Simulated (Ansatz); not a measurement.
**Zone-centre phonons of Ta₂Si at 25 GPa: input and output**

Theory: Ansatz, DFT LDA, scalar-relativistic, plane waves, PAW.

Launched with:
```bash
ansatz run input.yaml --threads 2 --pin off --max-ram 7168MiB --backend cpu --events-out ev --progress --plain --runs-dir out
```

Input (bare energies are in eV):
```yaml
crystal:
  lattice:
    - [-2.9606372622, 2.9606372622, 2.4273677784]
    - [2.9606372622, -2.9606372622, 2.4273677784]
    - [2.9606372622, 2.9606372622, -2.4273677784]
  atoms:
    - { symbol: Ta, position: [0.6614257411, 0.8385742589, 0.5] }
    - { symbol: Ta, position: [0.8385742589, 0.3385742589, 0.1771485178] }
    - { symbol: Ta, position: [0.3385742589, 0.1614257411, 0.5] }
    - { symbol: Ta, position: [0.1614257411, 0.6614257411, 0.8228514822] }
    - { symbol: Si, position: [0.25, 0.25, 0.0] }
    - { symbol: Si, position: [0.75, 0.75, 0.0] }
basis:
  ecutwfc: 420
kpoints:
  mp_grid: { grid: [10, 10, 10] }
hamiltonian:
  xc: lda
scf:
  occupations: { method: fermi_dirac, width: 0.15 }
output:
  eigenvalues: true
phonons:
  method: dfpt
  eigenvectors: true
```

Results section of the output:
```
--- Phonons (Γ-DFPT): 4 representative perturbations + reference, on 504 of 1000 k-points (Σ response iterations 12) ---
  k mesh reduced under 1 symmetry operation, with k and −k counted as one. Each operation leaves every solved perturbation unchanged. A smaller set is not used because it would not reduce the number of displacements ...
  ASR residual: 5.433e-4 → 0.000e0 eV/Å²; symmetrization residual: 1.978e-6 eV/Å²
  ASR residual per site (eV/Å²): 5.43e-4 5.43e-4 5.43e-4 5.43e-4 3.12e-5 3.12e-5
  Γ frequencies (cm⁻¹): 0.00 0.00 0.00 132.80 132.81 132.81 133.61 133.61 181.79 189.26 193.76 195.01 353.65 458.40 458.40 481.76 481.76 510.07
  non-analytic LO–TO correction: not included (Born effective charges unavailable; polar crystals: no LO–TO splitting at Γ)
```

Time: 7.8 min on 2 threads of AMD EPYC 7R43 64-Core Processor (Zen 3), with other jobs on the host, peak memory 4.7 GiB.

In a metal, frequencies and elastic constants depend on the k mesh and the smearing, soft modes and shear constants most. Spin–orbit coupling is left out, which can shift energies with elements as heavy as these. Other phases may be more stable at this pressure.